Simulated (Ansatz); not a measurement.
SnPbSe$_{2}$:
```
SnPbSe2
1.0
    2.15662     1.24512     7.04918
   -2.15662     1.24512     7.04918
    0.00000    -2.49025     7.04918
Sn Pb Se
1 1 2
Direct
  0.50000   0.50000   0.50000
  0.00000   0.00000   0.00000
  0.75266   0.75266   0.75266
  0.24734   0.24734   0.24734
```

Relaxed with r²SCAN.

**Question.** Map the electron localisation function on the plane through (0.500, 0.500, 0.500) spanned by u = [1, -1, 0] and v = [1, 1, -1] in lattice vectors, from plane-wave PAW r²SCAN (Ansatz code).

**Answer.** x is the fraction of u, y of v (the angle between them is 90°; rows are the nearest grid lines); atoms in the plane: Sn at (0.00, 0.00), Pb at (0.00, 0.50), Se at (0.50, 0.76), Se at (0.50, 0.24).
```
|   .==--..   ..--==.   |
|  .-=---:::::::---=-.  |
|:--==---==+*+==---==--:|
|==---=+#%@@@@@%#+=---==|
|:::-+#@@@@@%@@@@@#+-:::|
|  .=#@@@%+:.:+%@@@#=.  |
|  .=#@@@%+:.:+%@@@#=.  |
| ..-+%@@@%#*#%@@@%+-.. |
|--:::=*%@@@@@@@%*=:::--|
|+++=--:-+*#%#*+-:--=+++|
|-==+=-:::-=+=-:::-=+==-|
|   -++=:..   ..:=++-   |
|   -++=:..   ..:=++-   |
|-==+=-:::-=+=-:::-=+==-|
|+++=--:-+*#%#*+-:--=+++|
|--:::=*%@@@@@@@%*=:::--|
| ..-+%@@@%#*#%@@@%+-.. |
|  .=#@@@%+:.:+%@@@#=.  |
|  .=#@@@%+:.:+%@@@#=.  |
|:::-+#@@@@@%@@@@@#+-:::|
|==---=+#%@@@@@%#+=---==|
|:--==---==+*+==---==--:|
|  .-=---:::::::---=-.  |
|   .==--..   ..--==.   |
```
Scale: ten equal steps from 0.002 (start of ' ') to 0.800 (end of '@'), in the order ' .:-=+*#%@'; x runs from 0.000 to 1.00, y from 0.000 (bottom) to 1.00 (top).

The density is the valence pseudo-density with augmentation charge, so density and ELF within about 1 Å of a nucleus are not all-electron values.

Space group R-3m. The workflow started from a Materials Project entry (that database holds measured and hypothetical structures alike); the Crystallography Open Database copy checked does not list it. With Sn and Pb taken as one species the cell has the higher symmetry Fm-3m, so it may be an ordered model of a mixed-site phase. Whether it is the stable phase at ambient conditions was not checked. Symmetry was held in the r²SCAN relaxation; phonons show weakly imaginary modes. Spin–orbit coupling is left out wherever it is not named.

Potentials: the later of the program's two PAW sets.
